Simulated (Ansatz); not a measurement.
Trial structure of SiTe3, not yet relaxed:

```
Si Te
1.0
     5.26349    0.00000    0.00000
     0.00000    5.26349    0.00000
     0.00000    0.00000    5.26349
Si Te
1 3
Direct
  0.00000 0.00000 0.00000
  0.50000 0.00000 0.50000
  0.00000 0.50000 0.50000
  0.50000 0.50000 0.00000
```

Theory: Ansatz 0.2.0, DFT PBE, scalar-relativistic, plane waves, PAW. Settings: cutoff 420 eV, Γ-centred mesh 4×4×4 on the computed 4-atom cell, Gaussian smearing of 0.10 eV; no spin polarisation.

Energies over the elements count from the elements' standard structures at the same level, with no fitted energy shifts.

Question: How far from equilibrium is it?

Answer: The pressure is -8.0 GPa (it wants to contract), the largest force is 0.00 eV/Å (symmetry fixes the atoms), and the energy is +1.00 eV/atom against the elements. The shortest distance is 3.72 Å.

Question: Is it a good guess?

Answer: A rough one: relaxing gains about 0.38 eV/atom (the start's value is from the coarse mesh, so the gain is rough) in 8 ionic steps and ends at +0.63 eV/atom on the finer mesh. The symmetry stays Pm-3m (No. 221). The end has the Cu3Au (L1_2) type. The volume per atom shrinks by 28.5 %, from 36.5 to 26.1 Å³. The shortest distance goes from 3.72 Å (Si–Te and Te–Te) to 3.33 Å (Si–Te and Te–Te). Conventional cell: a = 4.707 Å. Si has 12 Te at 3.33 Å; Te is surrounded by 4 Si at 3.33 Å and 8 Te at 3.33 Å.

The last run used a 10×10×10 mesh for its 4-atom cell and Gaussian smearing of 0.10 eV. These runs have no spin–orbit coupling, which can matter for Te. The reference form of Te is held partly by dispersion forces, which this level lacks. The relaxation can't lower the symmetry of the start, and the grade says only how near the guess is to its own end. A structure relaxed within its symmetry needn't be a true minimum. Another cell of SiTe3 relaxed alike, in Im-3m, lies 0.41 eV/atom lower, so this cell isn't the stable form at this level.
